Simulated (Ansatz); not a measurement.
Starting cell, TiTe₂ (CdI2 type):

```
CELL_PARAMETERS angstrom
      7.39497     0.00000     0.00000
     -1.84874     3.20212     0.00000
      0.00000     0.00000     6.38480
ATOMIC_POSITIONS crystal
  Ti 0.00000 0.00000 0.00000
  Ti 0.50000 0.00000 0.00000
  Te 0.16667 0.66667 0.27107
  Te 0.66667 0.66667 0.27107
  Te 0.33333 0.33333 0.72893
  Te 0.83333 0.33333 0.72893
```

In this cell atom 3 (Te, nearest neighbour Ti at 2.748 Å; its periodic images, 3.7 Å or more away, move with it) is moved by s along Cartesian x, unit vector (1.000, 0.000, 0.000); all other atoms and the cell stay fixed.

Computed with PBE-D3(BJ) (plane waves to 420 eV, PAW, scalar-relativistic; Ansatz, a first-principles code). k mesh 6×12×6 (Γ-centred), Fermi-Dirac smearing 0.05 eV. E stands for the smeared free energy. Compression counts positive. With partly filled bands, energies and forces of such displacements shift with the k mesh and the smearing. Spin-orbit coupling is left out, though Te is heavy. The PAW data are Ansatz's earlier set. TiTe2 is run without spin polarisation. TiTe2 was relaxed with its symmetry unable to fall. ΔE is measured from the undisplaced structure.

**Question.** Predict the ΔE (eV/cell) and P (GPa) at s (Å) = -0.270, -0.162, -0.108, 0.054, 0.108, 0.162, 0.216, 0.270.

**Answer.** 
```json
[
 {"s (Å)": "-0.270", "ΔE (eV/cell)": "0.212", "P (GPa)": "0.6"},
 {"s (Å)": "-0.162", "ΔE (eV/cell)": "0.076", "P (GPa)": "0.2"},
 {"s (Å)": "-0.108", "ΔE (eV/cell)": "0.034", "P (GPa)": "0.1"},
 {"s (Å)": "0.054", "ΔE (eV/cell)": "0.008", "P (GPa)": "0.0"},
 {"s (Å)": "0.108", "ΔE (eV/cell)": "0.034", "P (GPa)": "0.1"},
 {"s (Å)": "0.162", "ΔE (eV/cell)": "0.077", "P (GPa)": "0.2"},
 {"s (Å)": "0.216", "ΔE (eV/cell)": "0.137", "P (GPa)": "0.4"},
 {"s (Å)": "0.270", "ΔE (eV/cell)": "0.215", "P (GPa)": "0.6"}
]
```

(For displaced atoms, the force is minus the slope of the energy, and its curvature is a force constant, which sets phonon frequencies.)
